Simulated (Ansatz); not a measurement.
Ag (fcc, Cu type), conventional cell a = 4.055 Å, b = 4.055 Å, c = 4.055 Å, α = 90.00°, β = 90.00°, γ = 90.00°. The calculation uses the primitive cell of 1 atom, to which meshes and values per cell refer.

Equation-of-state scan: isotropic scaling of the cell above, V₀ being its volume. Symmetry pins the atoms to their sites.

Computed with PBEsol (plane waves to 420 eV, PAW, scalar-relativistic; Ansatz, a first-principles code). k mesh 20×20×20 (Γ-centred), Fermi-Dirac smearing 0.05 eV. E stands for the smeared free energy. Stress and pressure are positive under compression. Ag was relaxed with its symmetry unable to fall. The PAW data are Ansatz's earlier set. The zero of ΔE is the relaxed starting cell.

```csv
V/V₀,P (GPa),ΔE (kJ/mol of atoms)
0.840,33.9,___
0.872,24.0,13.3
0.904,16.0,___
0.936,9.5,2.8
0.968,4.3,0.7
1.000,0.0,0.0
1.032,-3.4,0.6
1.064,-6.2,2.1
1.096,-8.4,4.5
1.128,-10.2,7.5
1.160,-11.6,11.0
```

Q: Some entries are withheld; supply them.

A: 
- 0.840, ΔE (kJ/mol of atoms): 22.5
- 0.904, ΔE (kJ/mol of atoms): 6.9

(Under strain, the slope of the energy per volume gives the stress and its curvature an elastic modulus.)
